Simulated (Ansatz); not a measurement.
A plane-wave DFT run in Ansatz 0.2.0 (scalar-relativistic PAW potentials unless the input names others): input and command.

```yaml
crystal:
  lattice:
    - [0.0, 3.0820535969, 3.0820535969]
    - [3.0820535969, 0.0, 3.0820535969]
    - [3.0820535969, 3.0820535969, 0.0]
  atoms:
    - { symbol: Li, position: [0.25, 0.25, 0.25] }
    - { symbol: Li, position: [0.75, 0.75, 0.75] }
    - { symbol: Nb, position: [0.0, 0.0, 0.0] }
kpoints:
  mp_grid: { grid: [14, 14, 14] }
hamiltonian:
  xc: lda
scf:
  occupations: { method: gaussian, width: 0.1 }
output:
  forces: true
  eigenvalues: true
  stress: true
relax:
  adjacent_minimum: "off"
  f_tol: 0.01
  max_steps: 80
  cell: { stress_tol: 0.05 }
```

```bash
ansatz run input.yaml --threads 1 --pin off --max-ram 2560MiB --backend cpu --events-out ev --progress --plain --runs-dir out
```

Abridged log:
```
Pseudopotentials: kind: paw
Pseudopotential: Li, paw, valence charge 3, recommended cutoff 420 eV (normal)
Pseudopotential: Nb, paw, valence charge 13, recommended cutoff 420 eV (normal)
Functional definition: SPW92
Crystal: 3 atoms, lattice volume = 58.553 Å³
Basis set: ecut = 420 eV, 1139 PW (Γ)
Bands: 14, of which v1, the nominal top of the filled ones, is band 10 counted from 1 (9 counted from 0)
Symmetry: 48 space group operations
Space group: Fm-3m (ITA 225), of the structure as read, at distance tolerance 3.9e-5 Å
k-points: 104 of 2744
Initial density: superposition of atomic densities (neutral atoms: chi_scale 0, normalization atom), corrected by the library's trained network
Initial wavefunctions: pseudopotential atomic-orbital guess
Functional: x = slater, c = lda
SCF iter   1: F=—  HF=-4841.095414 eV  |F-HF|=—  |Δ(HF+E_count)|=         —  Δρ=8.52e-3  dr2=7.55e-2  ethr=1.77e-3  ⟨swp⟩=4.9  Hψ=6752  notcnv=0
SCF iter   2: F=—  HF=-4841.073540 eV  |F-HF|=—  |Δ(HF+E_count)|=   2.19e-2  Δρ=3.48e-3  dr2=7.81e-3  ethr=3.97e-4  ⟨swp⟩=2.0  Hψ=2549  notcnv=0
SCF iter   3: F=—  HF=-4841.071520 eV  |F-HF|=—  |Δ(HF+E_count)|=   2.02e-3  Δρ=1.50e-3  dr2=1.81e-3  ethr=4.11e-5  ⟨swp⟩=2.2  Hψ=2164  notcnv=0
SCF iter   4: F=—  HF=-4841.071255 eV  |F-HF|=—  |Δ(HF+E_count)|=   2.65e-4  Δρ=4.15e-4  dr2=2.27e-4  ethr=9.51e-6  ⟨swp⟩=1.0  Hψ=1448  notcnv=0
SCF iter   5: F=—  HF=-4841.071209 eV  |F-HF|=—  |Δ(HF+E_count)|=   4.59e-5  Δρ=1.08e-4  dr2=9.78e-6  ethr=1.19e-6  ⟨swp⟩=1.1  Hψ=1455  notcnv=0
SCF iter   6: F=—  HF=-4841.071210 eV  |F-HF|=—  |Δ(HF+E_count)|=   1.40e-6  Δρ=1.82e-5  dr2=2.34e-7  ethr=5.15e-8  ⟨swp⟩=2.0  Hψ=1567  notcnv=0
SCF iter   7: F=-4841.071210 eV  HF=-4841.071210 eV  |F-HF|=9.64e-10  |Δ(HF+E_count)|=   5.29e-8  Δρ=1.98e-6  dr2=1.52e-9  ethr=5.26e-10  ⟨swp⟩=4.6  Hψ=4667  notcnv=0
SCF 1 converged in 7 iterations: F = -4841.071210 eV  dr2 = 1.52e-9
relax step   1: F+E_penalty+E_count = -4841.07121048 eV  Δ(F+E_penalty+E_count) = +0.000e0 eV  max|allowed force component| = 2.698e-18 eV/Å  Δτ_max = 0.0000 Å  P = -2.550 GPa  Ω = 58.553 Å³  (7 SCF iters, dr2 threshold 1.00e-7 eV, accepted)
Crystal: 3 atoms, lattice volume = 53.646 Å³
Basis set: ecut = 420 eV, 1067 PW (Γ)
Initial density: handed on by an earlier stage of this run
Initial wavefunctions: those handed on with the density
SCF iter   1: F=—  HF=-4841.117296 eV  |F-HF|=—  |Δ(HF+E_count)|=         —  Δρ=4.40e-3  dr2=1.91e-2  ethr=9.96e-5  ⟨swp⟩=1.0  Hψ=8981  notcnv=0
   ...
SCF iter   5: F=—  HF=-4841.112976 eV  |F-HF|=—  |Δ(HF+E_count)|=   1.16e-6  Δρ=2.85e-5  dr2=8.83e-7  ethr=5.18e-8  ⟨swp⟩=2.4  Hψ=1788  notcnv=0
SCF iter   6: F=-4841.112976 eV  HF=-4841.112976 eV  |F-HF|=2.02e-9  |Δ(HF+E_count)|=   1.78e-7  Δρ=7.37e-6  dr2=4.31e-8  ethr=1.58e-9  ⟨swp⟩=4.8  Hψ=5447  notcnv=0
SCF 2 converged in 6 iterations: F = -4841.112976 eV  dr2 = 4.31e-8
relax step   2: F+E_penalty+E_count = -4841.11297608 eV  Δ(F+E_penalty+E_count) = -4.177e-2 eV  max|allowed force component| = 4.722e-17 eV/Å  Δτ_max = 0.0000 Å  P = +0.022 GPa  Ω = 53.646 Å³  energy of the carried Pulay correction = +1.727e-4 eV  (6 SCF iters, dr2 threshold 3.00e-7 eV, accepted)
Initial wavefunctions: pseudopotential atomic-orbital guess (no wavefunctions were taken with the density)
SCF iter   1: F=—  HF=-4841.112815 eV  |F-HF|=—  |Δ(HF+E_count)|=         —  Δρ=3.07e-5  dr2=8.55e-8  ethr=1.30e-8  ⟨swp⟩=4.3  Hψ=11860  notcnv=0
SCF iter   2: F=—  HF=-4841.112815 eV  |F-HF|=—  |Δ(HF+E_count)|=   1.25e-7  Δρ=1.67e-5  dr2=3.66e-8  ethr=4.50e-10  ⟨swp⟩=1.5  Hψ=1635  notcnv=0
SCF iter   3: F=—  HF=-4841.112815 eV  |F-HF|=—  |Δ(HF+E_count)|=   1.61e-8  Δρ=2.14e-6  dr2=4.34e-9  ethr=1.93e-10  ⟨swp⟩=1.0  Hψ=1457  notcnv=0
SCF iter   4: F=—  HF=-4841.112815 eV  |F-HF|=—  |Δ(HF+E_count)|=  1.13e-10  Δρ=8.61e-7  dr2=4.79e-10  ethr=2.29e-11  ⟨swp⟩=1.6  Hψ=1572  notcnv=0
SCF iter   5: F=—  HF=-4841.112815 eV  |F-HF|=—  |Δ(HF+E_count)|=  5.18e-11  Δρ=3.03e-7  dr2=8.80e-11  ethr=2.52e-12  ⟨swp⟩=2.3  Hψ=1936  notcnv=0
SCF iter   6: F=-4841.112815 eV  HF=-4841.112815 eV  |F-HF|=0.00e0  |Δ(HF+E_count)|=  1.82e-11  Δρ=6.51e-8  dr2=2.19e-12  ethr=1.00e-12  ⟨swp⟩=5.1  Hψ=5287  notcnv=0
SCF 3 converged in 6 iterations: F = -4841.112815 eV  dr2 = 2.19e-12
SCF converged after 6 iterations
Free energy (F): -4841.112815 eV
Harris-Foulkes:  -4841.112815 eV  (|F-HF|=0.00e0)
Internal energy: -4841.101702 eV  (E = F + TS)
E sigma→0 (E₀):  -4841.107259 eV
Entropy (-TS):   -0.011113 eV (-3.704 meV/atom)
Fermi energy:    6.177758 eV
--- Forces (eV/Å), atoms counted from 1 ---
  atom   1  Li     0.00000000     0.00000000     0.00000000
  atom   2  Li     0.00000000     0.00000000     0.00000000
  atom   3  Nb     0.00000000     0.00000000     0.00000000
--- Stress (GPa, compression-positive) ---
        0.021065       0.000000       0.000000
        0.000000       0.021065       0.000000
        0.000000       0.000000       0.021065
  P = ⅓ Tr σ = 0.0211 GPa (0.211 kbar)
--- Relaxed structure (2 steps of the walk, 2 accepted, 1 SCFs on fresh bases) ---
  F+E_penalty+E_count = -4841.11281509 eV   max|allowed force component| = 4.342e-17 eV/Å   (the final SCF, on the basis selected at the relaxed cell)
  cell:  # Å, volume = 53.6456 Å³
    - [0.0, 2.99342172, 2.99342172]
    - [2.99342172, 0.0, 2.99342172]
    - [2.99342172, 2.99342172, 0.0]
  atoms:
    - { symbol: Li, position: [0.25, 0.25, 0.25] }
    - { symbol: Li, position: [0.75, 0.75, 0.75] }
    - { symbol: Nb, position: [0.0, 0.0, 0.0] }
```

Apart from outputs and empty bands, the input differs from a reference run on usual settings in hamiltonian.xc: "pbe" → "lda"; basis.ecutwfc: 420 → not typed. The reference, at the same start, ended its own course with a relaxed volume of 19.64 Å³/atom, pressure 0.00 GPa, largest force 0.000 eV/Å, no gap on the mesh. This run converged in 19 SCF iterations over all its steps (reference: 17) with a total energy on another zero, a relaxed volume of 17.88 Å³/atom, pressure 0.02 GPa, largest force 0.000 eV/Å, no gap on the mesh.

The run took 6.7 s on 1 thread of Intel(R) Xeon(R) 6975P-C (Granite Rapids), on a shared host, peak memory 0.42 GiB.